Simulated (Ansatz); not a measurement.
InPt3 (Cu3Au type, Pm-3m), DFT-PBEsol in the program Ansatz with PAW potentials, all energies at zero smearing, with the estimated change up to a 700 eV cutoff added, with one set of potentials and settings (totals compare only within such a set). Cell of 4 atoms (1 In, 3 Pt): -42678.369 eV.

| element | reference phase | E (eV/atom) |
|---|---|---|
| In | I4/mmm, 1 atoms in the cell | -5525.4106 |
| Pt | Fm-3m, 1 atoms in the cell | -12383.8180 |

Formation energy per atom, worked out: (-42678.369 − 1×(-5525.4106) − 3×(-12383.8180))/4 = -0.376 eV/atom (-36 kJ per mol of atoms), at 0 K, without zero-point energy or fitted corrections.

The workflow started from a Materials Project entry (that database holds measured and hypothetical structures alike); the Crystallography Open Database files this formula in space group No. 221, but the cells were not matched. Its standing as an ambient phase is unchecked. Symmetry was held in the PBEsol relaxation; of distortions, only those at the zone centre were tested. No spin polarisation was allowed. The references are the lowest solids computed at this level, not always the standard phases. Spin–orbit coupling is left out wherever it is not named.

Potentials: the later of the program's two PAW sets.
